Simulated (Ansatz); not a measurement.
MoS2:
```
MoS2
1.0
    3.17420     0.00000     0.00000
   -1.58710     2.74894     0.00000
    0.00000     0.00000    33.00000
S Mo
2 1
Direct
  0.66667   0.33333   0.45291
  0.66667   0.33333   0.54709
  0.00000   0.00000   0.50000
```
Free-standing layer in the xy plane with vacuum along z and no interaction between images.

Relaxed with r²SCAN+D4. r²SCAN+D4 in the plane-wave PAW code Ansatz gives a gap of 1.74 eV.

**Question.** What gap does HSE06 give on the same cell (Ansatz, PAW)?

**Answer.** 2.15 eV, 0.41 eV more. The hybrid was solved on a coarser mesh and at special points; its gap is the smallest among all of these.

```tsv
k	v1 r²SCAN+D4	c1 r²SCAN+D4	v1 HSE06	c1 HSE06
Γ	0.00	2.94	___	___
M	-0.68	2.37	___	___
K	-0.06	1.74	0.00	2.15
```

**Question.** Top valence (v1) and lowest conduction level (c1) in eV from each method's valence maximum (which need not be a listed point): supply the withheld HSE06 values.

**Answer.** 
- Γ, v1 HSE06: -0.02
- Γ, c1 HSE06: 3.54
- M, v1 HSE06: -0.79
- M, c1 HSE06: 2.92

Cost on shared cores: the r²SCAN+D4 run (SCF on a 12×12×1 mesh, then bands and DOS) about 4 core-minutes (a rough figure), the HSE06 run (SCF on 9×9×1, then a few points) roughly 13 core-minutes; the tasks are unlike.

Space group P-6m2 (1H). A layer that has been made, often on a substrate. The r²SCAN+D4 relaxation kept the symmetry of its start; whether a distortion lowers the energy is not shown. No spin polarisation was allowed. Scalar-relativistic: spin–orbit coupling is off unless named, which matters more the heavier the elements.

Potentials: the later of the program's two PAW sets.
